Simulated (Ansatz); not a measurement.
Na$_{3}$BrO:
```
Na3BrO
1.0
    4.53526     0.00000     0.00000
    0.00000     4.53526     0.00000
    0.00000     0.00000     4.53526
Na Br O
3 1 1
Direct
  0.00000   0.50000   0.50000
  0.50000   0.00000   0.50000
  0.50000   0.50000   0.00000
  0.00000   0.00000   0.00000
  0.50000   0.50000   0.50000
```

Relaxed with r²SCAN.

Give the Bader charges and basin volumes of the independent atoms, plane-wave PAW r²SCAN (Ansatz code).



```
atom  Bader charge (e)  Bader volume (Å³)
----  ----------------  -----------------
Na1              +0.85                9.4
Br4              -0.92               43.1
O5               -1.62               21.8
```

Space group Pm-3m (anti-perovskite). The first step of the workflow began from a Materials Project structure, measured or hypothetical; the Crystallography Open Database copy checked does not list it. Its standing as an ambient phase is unchecked. Symmetry was held in the r²SCAN relaxation; its stability against distortions is not shown here.

Potentials: the later of the program's two PAW sets.
